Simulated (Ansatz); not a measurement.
The end of the path is a generated cell of HfGe: the first start was made by placing the elements on the sites of a structure type, and the end was not matched to a known phase here, so it may be hypothetical.

A geometry of HfGe away from equilibrium: step 2 of the relaxation of a generated cell, HfGe built in the TiAs structure type. Computed with r2SCAN (plane waves to 500 eV, PAW, scalar-relativistic; Ansatz, a program for electronic structure). Γ-centred k-mesh 10×10×3 on the run's cell, Fermi–Dirac smearing 0.05 eV. The plane waves were selected for a different cell earlier on the path.

```
CELL_PARAMETERS angstrom
      3.71290     0.00000     0.00000
     -1.85645     3.21546     0.00000
      0.00000     0.00000    12.93643
ATOMIC_POSITIONS crystal
  Hf 0.33333 0.66667 0.10982
  Hf 0.66667 0.33333 0.60982
  Hf 0.66667 0.33333 0.89018
  Hf 0.33333 0.66667 0.39018
  Ge 0.00000 0.00000 0.00000
  Ge 0.00000 0.00000 0.50000
  Ge 0.33333 0.66667 0.75000
  Ge 0.66667 0.33333 0.25000
```

### Question
Give the Cartesian forces on all atoms (eV/Å).

### Answer
| atom | Fx | Fy | Fz |
|---|---|---|---|
| Hf1 | 0.00 | 0.00 | 2.35 |
| Hf2 | 0.00 | 0.00 | 2.35 |
| Hf3 | 0.00 | 0.00 | -2.35 |
| Hf4 | 0.00 | 0.00 | -2.35 |
| Ge5 | 0.00 | 0.00 | 0.00 |
| Ge6 | 0.00 | 0.00 | 0.00 |
| Ge7 | 0.00 | 0.00 | 0.00 |
| Ge8 | 0.00 | 0.00 | 0.00 |

The path ends in P6₃/mmc (No. 194) (AFLOW prototype AB_hP8_194_ad_f (B_i, as in TiAs)). No spin polarisation in the result.

The run could not lose the symmetry of its start, so the end can be a saddle point.
